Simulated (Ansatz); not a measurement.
# Kick test of a cell of ScAl2As3

The structure comes from a proposed guess, relaxed at this level; another structure or a mixture of phases may lie lower.

The calculation used Ansatz, DFT PBE, scalar-relativistic, plane waves, PAW. Plane waves to 420 eV, a k mesh through Γ of 8×8×8 on the computed 6-atom cell and Gaussian smearing (0.02 eV); no spin polarisation.

The cell below (6 atoms, space group Imm2 (No. 44)) is relaxed within its symmetry.

```
Sc Al As
1.0
    -2.04690    6.24826    2.95987
     2.04690   -6.24826    2.95987
     2.04690    6.24826   -2.95987
Sc Al As
1 2 3
Direct
  0.00086 0.00086 0.00000
  0.33241 0.00198 0.33043
  0.67156 0.00198 0.66957
  0.08712 0.26124 0.82588
  0.43536 0.26124 0.17412
  0.72269 0.22269 0.50000
```

For the test a repeat of it with 12 atoms (edges 7.20, 7.20, 7.21 Å) was strained at random (σ = 1.5 % a component), the atoms were moved at random (σ = 0.05 Å), and all was relaxed again on a coarse 2×2×2 mesh (in the run’s order of axes) with 0.10 eV smearing, with no symmetry imposed.

Task: What happens?

Result: It returns, within 1 meV/atom of the unmoved cell on that mesh and with the same symmetry when read at 0.1 Å. So it is stable against the distortions that fit this cell and that this random move excites. Modes that don't fit the cell aren't tested.
